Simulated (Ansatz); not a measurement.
# Ta, first-principles data

Ta:
```
Ta
1.0
    0.00000     3.00048     3.00048
    3.00048     0.00000     3.00048
    3.00048     3.00048     0.00000
Ta
2
Direct
  0.00000   0.00000   0.00000
  0.25000   0.25000   0.25000
```

Space group Fd-3m (No. 227), diamond; conventional cell a = b = c = 6.0010 Å, α = β = γ = 90.00°.

Method: plane-wave PAW PBEsol (Ansatz code). The cell and atoms are relaxed at this level. Other levels are named where they apply.

Cell and energy:

```json
{
  "volume_per_atom": "27.01 Å³",
  "density": "11.12 g/cm³"
}
```

Electronic structure:

```json
{
  "electronic_character": "metallic (no gap)",
  "Density of states at the Fermi level": "1.5 states/eV per atom (mean over ±0.08 eV)",
  "Gap with spin–orbit coupling": "none (metallic)"
}
```

Mechanics:

```json
{
  "Bulk modulus (Birch–Murnaghan fit)": "75.7 GPa",
  "Pressure derivative B′": "3.2",
  "Elastic constants (relaxed ions, GPa)": "C11 = 2.6, C12 = 111, C44 = -292",
  "mechanical_stability": "unstable (C has a negative eigenvalue)"
}
```

Phonons:

```json
{
  "highest_zone_centre_frequency": "76 cm⁻¹",
  "zone_centre_stability": "no imaginary mode at Γ"
}
```

The start of the workflow was typed in or built on a structure type; neither database checked (COD, Materials Project) lists it. It is not the phase usual at ambient conditions (space group No. 229). The cell was relaxed with PBEsol under the symmetry of its start. No spin polarisation was allowed. As this level gives no gap, shear constants depend on the k-mesh and smearing (Fermi–Dirac, 0.1 eV here). As this level gives no gap, phonon frequencies hold no LO–TO term and depend on the k-mesh and smearing (Fermi–Dirac, 0.1 eV here). Scalar-relativistic: spin–orbit coupling is off unless named, which matters more the heavier the elements.

Potentials: the earlier of the program's two PAW sets. The files were generated under PBE; for other functionals the program regenerates the frozen cores, and for LDA and PBEsol the local potential too.
